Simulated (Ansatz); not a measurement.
CaF2 (fluorite), conventional cell a = 5.511 Å, b = 5.511 Å, c = 5.511 Å, α = 90.00°, β = 90.00°, γ = 90.00°. The calculation uses the primitive cell of 3 atoms, to which meshes and values per cell refer.

E(V) scan at fixed shape, V₀ the volume above. Symmetry pins the atoms to their sites.

Level of theory: PBE (plane waves to 420 eV, PAW, scalar-relativistic; Ansatz, a program for electronic structure). k mesh 10×10×10 (Γ-centred), Fermi-Dirac smearing 0.05 eV. Energies are smeared free energies. Stress and pressure are positive under compression. CaF2 was relaxed with its symmetry unable to fall. The zero of ΔE is the relaxed starting cell.

The scan covers V/V₀ from 0.840 to 1.160 in 11 points.

Task: What is ΔE at V/V₀ = 1.160?

Result: 65.9 meV/atom.

Task: What pressure does the cell carry at V/V₀ = 0.840?

Result: 20.0 GPa.

Task: What is ΔE at V/V₀ = 0.840?

Result: 118.6 meV/atom.

(Under strain, the slope of the energy per volume gives the stress and its curvature an elastic modulus.)
